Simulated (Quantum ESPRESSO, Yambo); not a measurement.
## Levels of theory for the gap of CsCaF3

CsCaF3 (cubic perovskite, space group Pm-3m, No. 221): one geometry, one set of PBEsol (Quantum ESPRESSO, PseudoDojo norm-conserving, 84 Ry, no spin-orbit coupling) orbitals, self-energies from Yambo (4×4×4 Γ-centred k mesh, 136 bands and a 7 Ry block in the screening, 136 bands in G with the Bruneval-Gonze terminator, plasmon pole fitted at 27.2 eV).

The geometry is that of Materials Project entry mp-7104, symmetrised and not relaxed again.

```csv
level,gap R → Γ (eV),direct gap at Γ (eV),rough Yambo cost
PBEsol (Quantum ESPRESSO),7.00,7.03,–
exchange only (Hartree-Fock self-energy on PBEsol orbitals),19.27,19.05,about 1/10 (8 states)
static COHSEX@PBEsol,11.32,11.32,within a factor of two (3 states)
"G0W0@PBEsol, plasmon pole",10.33,10.33,1 (8 states)
```

Bare exchange has no screening and gives the widest gap; static COHSEX screens it but leaves out the frequency dependence, which G0W0 restores. All rows use the PBEsol edge points; in the exchange only run other k points give a smaller gap, 19.05 eV.

Costs are rough ratios of core time on shared machines.

Nearest settings tried, and what they do to the gap: 54 bands in W, 54 bands in G: +318 meV; 6 Ry block (179 vectors against 203): +9 meV. Not varied: mesh. So the settings aren't converged at that level.

The cell is held in this high symmetry; tilts and polar distortions were not searched.

The structure is a Materials Project entry; no match was found in the copy of COD used, and its stability was not checked.
